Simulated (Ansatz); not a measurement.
Below is a relaxed structure of SiGe₄. The cell was found from a structure generator's guess, not taken from experiment.

The calculation used DFT PBE, scalar-relativistic, plane waves, PAW in Ansatz. Cutoff 420 eV, Γ-centred mesh, Gaussian smearing, no spin polarisation.

```
Si Ge
1.0
     3.85035    0.00000    0.00000
    -1.92517    3.33450    0.00000
     0.00000    0.00000    8.38719
Si Ge
1 4
Direct
  0.00000 0.00000 0.00000
  0.33333 0.66667 0.81341
  0.66667 0.33333 0.18659
  0.00000 0.00000 0.65680
  0.00000 0.00000 0.34320
```

Energies over the elements count from the elements' standard structures at the same level, with no fitted energy shifts.

(1) What space group does it have?

(2) How far does it lie from the elements in energy?

(3) Is it a metal?

Answers

(1) P-3m1 (No. 164). Conventional cell: a = 3.850 Å, c = 8.387 Å. Si has 8 Ge at 2.72–2.88 Å; around Ge on its first site lie 3 Ge at 2.58 Å and 3 Si at 2.72 Å; around Ge on its second site lie 4 Ge at 2.58–2.63 Å and 1 Si at 2.88 Å.

(2) +0.31 eV/atom. The separate elements lie lower, so it is unstable against them.

(3) Yes, bands cross the Fermi level on the 12×12×6 mesh.

The last run used a 12×12×6 mesh (in the run's order of axes) for its 5-atom cell and Gaussian smearing of 0.10 eV. A structure relaxed within its symmetry needn't be a true minimum.
